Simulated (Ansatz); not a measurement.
Level of theory: DFT PBE, scalar-relativistic, plane waves, PAW in Ansatz. All cells share a 420 eV cutoff and Γ-centred k meshes spaced about 0.3 Å⁻¹ or finer (0.25 for metals, 2π included). No spin polarisation.

Temperature and zero-point effects are left out.

Two relaxed structures of Be₂ZnTe₅:

A.

Space group P-4m2 (No. 115). a = 4.041 Å, b = 4.041 Å, c = 13.822 Å, α = 90.00°, β = 90.00°, γ = 90.00°
| atom | site | symmetry | x | y | z |
| --- | --- | --- | --- | --- | --- |
| Be | 2f | 2mm. | 0.5000 | 0.5000 | 0.2215 |
| Zn | 1a | -4m2 | 0.0000 | 0.0000 | 0.0000 |
| Te | 2g | 2mm. | 0.5000 | 0.0000 | 0.3228 |
| Te | 2g | 2mm. | 0.0000 | 0.5000 | 0.1216 |
| Te | 1d | -4m2 | 0.0000 | 0.0000 | 0.5000 |

B.

Space group P3m1 (No. 156). a = 4.084 Å, b = 4.084 Å, c = 15.009 Å, α = 90.00°, β = 90.00°, γ = 120.00°
| atom | site | symmetry | x | y | z |
| --- | --- | --- | --- | --- | --- |
| Be | 1a | 3m. | 0.0000 | 0.0000 | 0.1971 |
| Be | 1c | 3m. | 0.6667 | 0.3333 | 0.6591 |
| Zn | 1b | 3m. | 0.3333 | 0.6667 | 0.4249 |
| Te | 1a | 3m. | 0.0000 | 0.0000 | 0.0304 |
| Te | 1b | 3m. | 0.3333 | 0.6667 | 0.2468 |
| Te | 1c | 3m. | 0.6667 | 0.3333 | 0.4956 |
| Te | 1a | 3m. | 0.0000 | 0.0000 | 0.7119 |
| Te | 1b | 3m. | 0.3333 | 0.6667 | 0.8953 |

Task: Which is lower in energy, and by how much?

Result: A is lower, by 47 meV/atom. A has space group P-4m2 (No. 115), 28.2 Å³/atom and no gap on its mesh; B has space group P3m1 (No. 156), 27.1 Å³/atom and no gap. In A, around Be lie 4 Te at 2.45–2.46 Å; Zn is surrounded by 4 Te at 2.63 Å; Te on a site of symmetry 2mm is surrounded by 2 Be at 2.46 Å and 2 Te at 3.18 Å; 2 more sites not described. In B, Be on its first site has 4 Te at 2.47–2.50 Å; around Zn lie 4 Te at 2.59–2.67 Å; around Te on its first site lie 1 Be at 2.50 Å and 3 Te at 3.11 Å; 5 more sites not described. Both come from trial cells of a structure search, whose lowest cell (I4, 25.7 Å³/atom) lies 32 meV/atom below the lower of the two.

No dispersion correction is applied, so the spacing and binding between layers, chains or molecules are poorly described (P3m1), and this can change margins and order among such cells. These runs have no spin–orbit coupling, which can matter for Te. Cells relaxed within their symmetry can be saddle points. Some candidate types were left out of the draw beforehand, so a known form may be missing.
